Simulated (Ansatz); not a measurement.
Mg₂Si (antifluorite type, space group Fm-3m)

```
Mg2Si
1.0
    0.00000     3.16298     3.16298
    3.16298     0.00000     3.16298
    3.16298     3.16298     0.00000
Si Mg
1 2
Direct
  0.00000   0.00000   0.00000
  0.25000   0.25000   0.25000
  0.75000   0.75000   0.75000
```

The slice is a {111} plane (indices of the conventional cell) through the point (0.250, 0.250, 0.250) (fractional), spanned by u = [100] and v = [-1 2 0] in vectors of this cell: u (4.47 Å) and v (7.75 Å, at 90° to u). It covers one period; positions are fractions (u, v).

Level of theory: PBEsol (plane waves to 420 eV, PAW, scalar-relativistic; Ansatz, a quantum-chemistry and plane-wave program). k mesh 9×9×9. Near the nuclei the fields are pseudised (PAW); where an atom keeps semicore shells as valence, they peak there. Mg2Si was relaxed with its symmetry unable to fall.

Task: Predict the map of the electrostatic potential energy of an electron, from the cell's mean on the slice.

Result: 
| v \ u | 0.00 | 0.14 | 0.29 | 0.43 | 0.57 | 0.71 | 0.86 |
|---|---|---|---|---|---|---|---|
| 0.88 | x | 2.0 | 4.6 | <-1.0 | <-1.0 | 4.6 | 2.0 |
| 0.75 | 7.0 | 7.5 | 6.6 | 2.5 | 2.5 | 6.6 | 7.5 |
| 0.62 | 7.2 | 6.9 | 4.5 | -0.8 | -0.8 | 4.5 | 6.9 |
| 0.50 | 7.1 | 6.2 | x | x | x | x | 6.2 |
| 0.38 | x | 2.2 | 4.3 | -0.9 | -0.9 | 4.3 | 2.3 |
| 0.25 | 1.4 | 4.8 | 7.4 | 7.2 | 7.2 | 7.4 | 4.8 |
| 0.12 | x | 2.0 | 6.2 | 7.2 | 7.2 | 6.2 | 2.0 |
| 0.00 | x | x | 3.7 | 7.0 | 7.0 | 3.7 | x |

Values: electrostatic potential energy of an electron, from the cell's mean, in eV. Points within 1 Å of a nucleus are blanked (x), as the pseudised field means little there. Values under -1 eV are set to -1. The zero, the cell's mean, hangs on the PAW cores.
